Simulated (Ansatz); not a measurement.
BeS:
```
BeS
1.0
    3.27126     0.00000     0.00000
   -1.63563     2.83299     0.00000
    0.00000     0.00000     5.20688
Be S
2 2
Direct
  0.00000   0.00000   0.00000
  0.00000   0.00000   0.50000
  0.33333   0.66667   0.25000
  0.66667   0.33333   0.75000
```

Tensor components refer to the Cartesian frame of this cell.

Give the high-frequency dielectric tensor and the Born effective charge tensors of the independent atoms from DFPT, PBEsol in the plane-wave PAW code Ansatz.


ε∞:
```
9.00  0.00  0.00
0.00  9.00  0.00
0.00  0.00  9.93
```
Z* of atom 1 (Be), rows: field, columns: displacement, in e:
```
2.63  0.00  0.00
0.00  2.63  0.00
0.00  0.00  2.83
```
Z* of atom 3 (S), rows: field, columns: displacement, in e:
```
-2.63   0.00   0.00
 0.00  -2.63   0.00
 0.00   0.00  -2.83
```

Space group P6_3/mmc (NiAs type). This is a known high-pressure phase of the composition, computed here at zero pressure and temperature. The cell was relaxed with PBEsol under the symmetry of its start. At this level the phase is dynamically unstable (imaginary phonons).

Potentials: the later of the program's two PAW sets.
